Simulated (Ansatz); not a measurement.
Phonons of GdSi3 in the AuCu3-type structure

Computed with Ansatz (plane waves, PAW, 420 eV cutoff): PBEsol, scalar-relativistic, collinear spin, Gaussian smearing of 0.15 eV. The datasets are Ansatz's generated set soft_2.

```xyz
4
Lattice="4.0878 0.0000 0.0000 0.0000 4.0878 0.0000 0.0000 0.0000 4.0878" Properties=species:S:1:pos:R:3 pbc="T T T"
Gd    0.0000    0.0000    0.0000
Si    0.0000    2.0439    2.0439
Si    2.0439    2.0439    0.0000
Si    2.0439    0.0000    2.0439
```

This is a trial structure made by placing the elements on a prototype's sites, so it needn't be the stable form.

Moments typed, the run going on from the state of an earlier one (μB, in the order of the atoms): 7.46, 0.0, 0.0, 0.0.

The spin moment ends at 6.64 μB for each cell as shown.

Force constants come from finite displacements in a 2×2×2 supercell (the unit cell's 8×8×8 k-mesh, folded to it); the long-range dipole term is not included. Points in reciprocal vectors of this cell: Γ = (0.000, 0.000, 0.000), X = (0.000, 0.500, 0.000), M = (0.500, 0.500, 0.000), R = (0.500, 0.500, 0.500).

Q: Is the structure dynamically stable along this path, and where does the spectrum end?

A: No: a branch is imaginary, down to 165i cm⁻¹ at R. The highest frequency is 290 cm⁻¹, at M. Points that don't fit the supercell are interpolated.

Frequencies at the named points (cm⁻¹, imaginary ones negative):
```
point                                       ω (cm⁻¹)
    Γ      -90 -90 -90 0 0 0 259 259 259 281 281 281
    X   -66 -66 70 93 93 130 236 236 261 273 276 276
    M    -58 29 91 95 95 120 237 253 253 266 290 290
    R  -165 -54 -54 59 59 59 269 269 269 287 287 287
```

The crystal is a metal or nearly so; low and unstable modes depend on mesh and smearing.

Run time: 4.5 min on 4 threads of Arm Neoverse V2 (shared host), peak memory 4.8 GiB.

Without a U the 4f levels of Gd lie too near the Fermi level, so their share of the states there, and what hangs on it, is overstated. Scalar-relativistic only: spin–orbit splittings of the heavy atoms' levels are missing. Site moments are of spin, integrated over atomic spheres. No antiparallel order was tried.
